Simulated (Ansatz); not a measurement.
Ba3Al2Sn2 in space group Immm (No. 71; Al on 4j, Sn on 4i, Ba on 2b, Ba on 4i) at seven volumes, plane-wave PAW r²SCAN (Ansatz code), shape and atoms relaxed at each. One row is withheld.

| V (Å³/atom) | P (GPa) |
|---|---|
| 32.847 | ? |
| 33.930 | 2.34 |
| 35.012 | 1.08 |
| 36.095 | 0.00 |
| 37.178 | -0.93 |
| 38.261 | -1.70 |
| 39.344 | -2.33 |

**Question.** Fit the shown pressures and predict the withheld one.

**Answer.** P = (3/2)B₀(x^(7/2) − x^(5/2))[1 + (3/4)(B′ − 4)(x − 1)] with x = (V₀/V)^(2/3). Least squares on the six rows gives V₀ = 36.086 Å³/atom, B₀ = 33.0 GPa, B′ = 4.62. At V = 32.847, x = 1.0647 and P = 3.86 GPa. The run itself gave 3.81 GPa.

The workflow started from an entry of the Crystallography Open Database (COD). Its standing as an ambient phase is unchecked. The r²SCAN relaxation kept the symmetry of its start; whether a distortion lowers the energy is not shown. Scalar-relativistic: spin–orbit coupling is off unless named, which matters more the heavier the elements.

Potentials: the later of the program's two PAW sets.
